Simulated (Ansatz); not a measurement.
# CdSe: from a starting cell to a relaxed one

The start is a relaxed CdSe cell, doubled along one cell vector, shaken by Gaussian noise of σ = 0.08 Å a coordinate. Cell shape, volume and atoms are optimised at zero target pressure with PBE (plane waves to 420 eV, PAW, scalar-relativistic; Ansatz, a first-principles code). The first steps use a coarse 6×3×4 k-mesh.

Initial structure:
```yaml
crystal:
  lattice:
    - [4.38358, 0.00000, 0.00000]
    - [-4.38358, 7.59258, 0.00000]
    - [0.00000, 0.00000, 7.15401]
  atoms:
    - { symbol: Cd, position: [0.66393, 0.16119, 0.99211] }
    - { symbol: Cd, position: [0.66121, 0.67492, 0.99821] }
    - { symbol: Cd, position: [0.32309, 0.32358, 0.48206] }
    - { symbol: Cd, position: [0.32414, 0.83177, 0.50662] }
    - { symbol: Se, position: [0.66197, 0.14726, 0.62741] }
    - { symbol: Se, position: [0.65890, 0.65816, 0.61301] }
    - { symbol: Se, position: [0.35209, 0.32510, 0.13036] }
    - { symbol: Se, position: [0.35242, 0.82404, 0.11426] }
```

```yaml
energy_released: 0.04 eV/atom
Shortest distances (start → end): "The closest pairs of elements (up to four, under 3.6 Å), start → end: Cd–Se 2.45 → 2.68 Å"
optimiser_moves: 3
```

It ends as:

```cif
data_Cd2Se2
_chemical_formula_sum 'Cd2 Se2'
_space_group_name_H-M_alt 'P63mc'
_space_group_IT_number 186
_space_group_name_Hall 'P 6c -2c'
_cell_length_a 4.38322
_cell_length_b 4.38322
_cell_length_c 7.15273
_cell_angle_alpha 90.000
_cell_angle_beta 90.000
_cell_angle_gamma 120.000
loop_
_atom_site_label
_atom_site_type_symbol
_atom_site_symmetry_multiplicity
_atom_site_Wyckoff_symbol
_atom_site_fract_x
_atom_site_fract_y
_atom_site_fract_z
_atom_site_occupancy
Cd1 Cd 2 b 0.66667 0.33333 0.00411 1
Se1 Se 2 b 0.66667 0.33333 0.37988 1
```

Final values are on a 9×9×5 k-mesh of the relaxed cell. No spin polarisation in the result.
